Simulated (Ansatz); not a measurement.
Data:

LaMg2Si2:
```
LaMg2Si2
1.0
    4.31882     0.00000     0.00000
    0.00000     4.31882     0.00000
    0.00000     0.00000     5.82282
La Mg Si
1 2 2
Direct
  0.00000   0.00000   0.00000
  0.00000   0.50000   0.50000
  0.50000   0.00000   0.50000
  0.50000   0.50000   0.19870
  0.50000   0.50000   0.80130
```

This is the r²SCAN-relaxed structure.

All from r²SCAN in the plane-wave PAW code Ansatz, unless another level is named. Give the electronic character.

metallic (no gap).

Predict the formation energy from the elements (no fitted shifts).

-0.53 eV/atom.

Predict the density of states at the Fermi level.

0.30 states/eV per atom (mean over ±0.08 eV).

Space group P4/mmm. The workflow started from a Materials Project entry (that database holds measured and hypothetical structures alike); the Crystallography Open Database copy checked does not list it. Its standing as an ambient phase is unchecked. The cell was relaxed with r²SCAN under the symmetry of its start; whether a distortion lowers the energy is not shown. The references are the lowest solids computed at this level, not always the standard phases. Spin–orbit coupling is left out wherever it is not named.

Potentials: the earlier of the program's two PAW sets.
